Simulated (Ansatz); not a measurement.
In r²SCAN+D4 in the plane-wave PAW code Ansatz, GaGeO$_{3}$ in the tetragonal phase (P4mm; Ga on 1b, Ge on 1a, O on 2c, O on 1b) relaxes to a = 3.483 Å, c = 4.720 Å. Against the elements it lies at -1.31 eV/atom, with no fitted shifts.

Electronic character: metallic (no gap).

Bader charges are Ga +1.97, Ge +1.73, O -1.29 to -1.13 e.

The start of the workflow was typed in or built on a structure type; neither database checked (COD, Materials Project) lists it. Its standing as an ambient phase is unchecked. The cell was relaxed with r²SCAN+D4 under the symmetry of its start; its stability against distortions is not shown here. With an odd number of electrons in the cell and no spin polarisation, the count alone makes it a metal. The references are the lowest solids computed at this level, not always the standard phases (solids in place of the gases). Spin–orbit coupling is left out wherever it is not named.

Potentials: the earlier of the program's two PAW sets. The files were generated under PBE; for other functionals the program regenerates the frozen cores, and for LDA and PBEsol the local potential too.
